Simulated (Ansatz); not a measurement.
An Ansatz (an electronic-structure program) run. Input:

Ansatz 0.2 input:
```yaml
crystal:
  lattice:
    - [1.9620773705, -5.1228318145, 0.0]
    - [1.9620773705, 5.1228318145, 0.0]
    - [0.0, 0.0, 3.9349073643]
  atoms:
    - { symbol: K, position: [0.3604842307, 0.6395157693, 0.2397193649] }
    - { symbol: K, position: [0.6395157693, 0.3604842307, 0.7397193649] }
    - { symbol: H, position: [0.029270502, 0.970729498, 0.0909385992] }
    - { symbol: H, position: [0.970729498, 0.029270502, 0.5909385992] }
    - { symbol: O, position: [0.1001583573, 0.8998416427, 0.2639320359] }
    - { symbol: O, position: [0.8998416427, 0.1001583573, 0.7639320359] }
kpoints:
  mp_grid: { grid: [8, 8, 7] }
basis: { xc_grid: 2, fft_grid_basis: typed }
hamiltonian:
  xc: pbesol
  pseudopotentials: { kind: paw }
scf:
  occupations: { method: fixed }
checkpoint: { read: static.run }
output: { write_density: true, elf: true, volumetric_format: npy }
```

Output (shortened):

```
Pseudopotential: K, paw, valence charge 9
Pseudopotential: H, paw, valence charge 1
Pseudopotential: O, paw, valence charge 6
Functional definition: PBEsol
Crystal: 6 atoms, lattice volume = 79.103 Å³
Basis set: ecut = 420 eV, 1567 PW (Γ), exchange–correlation on 80×80×54 points (8 copies of the dense FFT grid, shifted against one another)
Bands: 22, of which v1, the nominal top of the filled ones, is band 16 counted from 1 (15 counted from 0)
Symmetry: 4 space group operations
Space group: Cmc21 (ITA 36), of the structure as read, at distance tolerance 4.3e-5 Å
k-points: 84 of 448 (time reversal used)
Stability of the state it starts from, as read at its close in the unpolarized treatment …
iter 1 solved again at ethr=3.62e-8 eV; its pass at ethr=3.10e-3 eV (dr2=1.16e-5 eV) is discarded
SCF iter   1: F=—  HF=-4188.165138 eV  |F-HF|=—  |Δ(HF+E_count)|=         —  Δρ=8.23e-7  dr2=3.38e-10  ethr=3.62e-8  ⟨swp⟩=4.0  Hψ=13221  notcnv=0  defer=336
preconditioner: auto → Resta (q_TF=auto, 2.346 Å⁻¹)
SCF iter   2: F=-4188.165138 eV  HF=-4188.165138 eV  |F-HF|=3.49e-10  |Δ(HF+E_count)|=   1.94e-8  Δρ=8.37e-7  dr2=3.99e-10  ethr=1.06e-12  ⟨swp⟩=11.0  Hψ=11142  notcnv=0
SCF 1 converged in 2 iterations: F = -4188.165138 eV  dr2 = 3.99e-10
SCF converged after 2 iterations
Free energy (F): -4188.165138 eV
Harris-Foulkes:  -4188.165138 eV  (|F-HF|=3.49e-10)
Internal energy: -4188.165138 eV  (E = F + TS)
E sigma→0 (E₀):  -4188.165138 eV
Fermi energy:    3.616337 eV
--- Per-component energies (eV) ---
  E_band       = -223.670549
  E_kinetic    = 887.114590
  E_local      = -1777.289332  (includes V_loc(G=0)·N_el)
  E_nonlocal   = 127.086379
  E_hartree    = 605.308355
  E_xc         = -432.169565
  E_vxc        = -539.741860  (∫ρ·V_xc dr)
  E_paw        = -1829.323057  (= ΣΔE_a)
  E_vpaw       = -131.460017  (= ΣTr[D̂ρ^β])
  E_aug_tail   = 0.002456  (compensation charges beyond the density's cutoff)
  E_ewald      = -1769.181310
  E_core_change = 0.286346  (= ΣΔE_core)
  E_smearing   =  0.000000  (= −TS)
  E_closure    =  0.000000  (closes the sum)
  Σ components = -4188.165138   (vs F -4188.165138, Δ=0.00e0)
  [band-id]    e_kinetic+e_local+e_nonlocal+2·e_hartree+e_vxc+e_vpaw+e_augmentation_tail = -223.671074   (vs E_band -223.670549, Δ=-5.25e-4)
--- Band table (eV; the first three rows and the last of 84) ---
  k-point 0: bands = ["-24.4924", "-24.3414", "-13.4646", "-12.5058", "-8.4442", "-8.1083", "-7.9851", "-7.8806", "-7.7531", "-7.7438", "-0.5461", "-0.1640", "3.0140", "3.1074", "3.2959", "3.5943", "7.5070", "9.5192", "10.9674", "11.2627", "11.6975", "13.0932"]
  k-point 1: bands = ["-24.4817", "-24.3455", "-13.4280", "-12.5693", "-8.4128", "-8.0901", "-7.9721", "-7.8777", "-7.7800", "-7.7795", "-0.6131", "-0.2052", "2.9892", "3.1403", "3.1479", "3.5061", "7.9239", "9.6803", "10.8970", "11.1238", "12.3480", "12.9381"]
  k-point 2: bands = ["-24.4533", "-24.3589", "-13.3215", "-12.7351", "-8.3229", "-8.0438", "-7.9400", "-7.8811", "-7.8741", "-7.8441", "-0.7181", "-0.3473", "2.9454", "2.9487", "3.1505", "3.2981", "8.9145", "9.9420", "10.8957", "11.1706", "12.9482", "13.0001"]
  k-point 83: bands = ["-24.4013", "-24.3961", "-13.2115", "-12.9882", "-8.1574", "-8.1500", "-7.9280", "-7.8641", "-7.7725", "-7.7447", "-0.9157", "-0.7558", "2.9759", "3.0309", "3.0420", "3.1414", "10.3435", "10.5472", "11.0730", "11.3916", "12.5797", "12.6130"]
```

Cost: about 16 core-seconds (a rough figure) on shared cores.

Space group Cmc2_1. The first step of the workflow began from a Materials Project structure, measured or hypothetical; the Crystallography Open Database copy checked does not list it. COD files the formula under space group No. 14, so this cell is another polymorph or a model. Its standing as an ambient phase is unchecked. The PBEsol relaxation kept the symmetry of its start; whether a distortion lowers the energy is not shown.

Potentials: the later of the program's two PAW sets.

Ansatz is a plane-wave DFT program.
